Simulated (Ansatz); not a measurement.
The start is a relaxed AlRu cell, doubled along one cell vector, shaken by Gaussian noise of σ = 0.08 Å a coordinate. A full variable-cell relaxation at zero pressure is run with r2SCAN (plane waves to 500 eV, PAW, scalar-relativistic; Ansatz, a program for electronic structure). The first steps use a coarse 11×11×4 k-mesh.

Starting cell:
```
AlRu
1.0
    1.48892    -4.54087     0.00000
    1.48892     4.54087     0.00000
    0.00000     0.00000     8.16460
Al Ru
4 4
Cartesian
  1.38513  -0.82995   2.95199
  1.46944  -0.91246   7.18272
  1.52967   0.78976   1.00119
  1.44882   0.86674   4.97994
  1.60869  -3.15360   3.01828
  1.49158  -3.25031   7.05953
  1.50708   3.20020   0.91502
  1.56173   3.18589   4.96950
```

```yaml
largest_initial_force: 2.37 eV/Å, on Al2 (atoms numbered as listed)
energy_released: 0.31 eV/atom
volume_change: -3.9 %, from 13.80 to 13.27 Å³/atom
relative_to_the_parent: "It does not go back: it reaches Pm-3m (No. 221), CsCl type, 0.21 eV/atom below the parent"
Shortest distances (start → end): "The closest pairs of elements (up to four, under 3.6 Å), start → end: Al–Ru 2.32 → 2.58 Å; Al–Al 2.54 → 2.98 Å; Ru–Ru 2.98 → 2.98 Å"
optimiser_moves: 11
```

It ends as:

Space group Pm-3m (No. 221); a = 2.9826 Å, b = 2.9826 Å, c = 2.9826 Å, α = 90.00°, β = 90.00°, γ = 90.00°

```
atom  site  symmetry       x       y       z
----  ----  --------  ------  ------  ------
Al      1b      m-3m  0.5000  0.5000  0.5000
Ru      1a      m-3m  0.0000  0.0000  0.0000
```

Final values are on a 16×16×16 k-mesh of the relaxed cell. No spin polarisation in the result.

Of the parent cell (Cmcm (No. 63)): it is a generated cell of AlRu: the first start was made by placing the elements on the sites of a structure type, and the end was not matched to a known phase here, so it may be hypothetical.
